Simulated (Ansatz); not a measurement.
# Sensitivity of the gradients in HfO2 with Si replacing Hf to the input

Cell: a supercell of HfO2 (fluorite type, Fm-3m) built from an entry of the Crystallography Open Database (COD), with all atoms left at the host's positions.

Space group Fm-3m (No. 225); a = 10.2300 Å.

```csv
site,Wyckoff,site symmetry,x,y,z
Si,4a,m-3m,0.0000,0.0000,0.0000
Hf2,24d,m.mm,0.2500,0.2500,0.0000
Hf8,4b,m-3m,0.5000,0.5000,0.5000
O9,32f,.3m,0.1250,0.1250,0.1250
O12,32f,.3m,0.6250,0.3750,0.3750
```

One atom of each set is listed; the run and its k-mesh use a cell of 24 atoms with edges of 7.23, 7.23, 7.23 Å.

Reference run. The numbers come from a DFT calculation in Ansatz (PBE, plane waves and PAW, scalar-relativistic, 420 eV cutoff, Γ-centred 3×3×3 k-points, Fermi–Dirac smearing 0.01 eV).

Question: The input is changed as follows: `scf.lower_state_search`: not typed → light; `kpoints.mp_grid.grid`: [3, 3, 3] → [1, 1, 1]. What happens to V_zz (10²¹ V/m²) and η?

Answer: 

```tsv
site	V_zz reference	η reference	V_zz changed	η changed
Si	0.00	–	0.00	–
Hf2	-3.14	0.02	-2.12	0.98
O9	4.84	0.00	5.57	0.00
O12	0.75	0.00	0.81	0.00
```

The largest change of V_zz is on Hf2, from -3.14 to -2.12. In per cent, |V_zz| changes by -33 on Hf, +8 to +15 on O (all sites that start above 0.5). Where |V_zz| stays above 0.1, η moves most on Hf2, from 0.02 to 0.98. Other sites without a gradient aren't listed. SCF iterations: 9 and 9. In the changed run the k-mesh is coarser than the standard one, so its values aren't converged ones.

On the reference run: The defect repeats with the cell of 24 atoms, so it feels its images: sites between two images don't show the values beside a lone defect, and zeros or small values of η there can come from the images' arrangement. This high-symmetry form of HfO2 is unstable when cold, to shifts of the oxygen columns, towards the tetragonal form. The symmetry of the cell holds that distortion back, wholly or in part, and it would change the field gradients, the more the larger the distortion. Without spin–orbit coupling the gradients at and beside Hf can be off by some per cent, at some sites by more. With a gap of 1.0 eV on this mesh, small gradients can still move by 0.1 × 10²¹ V/m² or more as the k-mesh gets denser. The cell keeps the host's lattice, where the PBE pressure is -7 GPa. The neighbours have not yet relaxed around the defect (largest force 1.2 eV/Å), so a real crystal will differ.
